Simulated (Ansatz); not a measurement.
Consider the following.

Rb₂H₆Pt:
Space group Fm-3m (No. 225); a = 8.555 Å, b = 8.555 Å, c = 8.555 Å, α = 90.00°, β = 90.00°, γ = 90.00°

```json
[
 {"atom": "Rb", "site": "8c", "symmetry": "-43m", "x": "0.2500", "y": "0.2500", "z": "0.2500"},
 {"atom": "H", "site": "24e", "symmetry": "4m.m", "x": "0.0000", "y": "0.0000", "z": "0.1916"},
 {"atom": "Pt", "site": "4a", "symmetry": "m-3m", "x": "0.0000", "y": "0.0000", "z": "0.0000"}
]
```
(The calculation used a cell of 9 atoms; values per cell refer to that cell.)

This is the HSE06-relaxed structure.

Task: All from DFT-HSE06 in the program Ansatz with PAW potentials, unless another level is named. Estimate the band gap.

Result: 5.10 eV (smallest direct gap 5.11 eV).

Task: Predict the conduction-band minimum.

Result: at X (3 equivalent valleys).

Task: Give the valence-band maximum.

Result: at K.

The first step of the workflow began from a Materials Project structure, measured or hypothetical; the Crystallography Open Database copy checked does not list it. Whether it is the stable phase at ambient conditions was not checked. The HSE06 relaxation kept the symmetry of its start; its stability against distortions is not shown here. The run is not spin-polarised. The hybrid was solved on a coarse mesh, the path and, where they were found, the r²SCAN edge points; its band edges are the extreme levels among these. Scalar-relativistic: spin–orbit coupling is off unless named, which matters more the heavier the elements.

Potentials: the later of the program's two PAW sets.
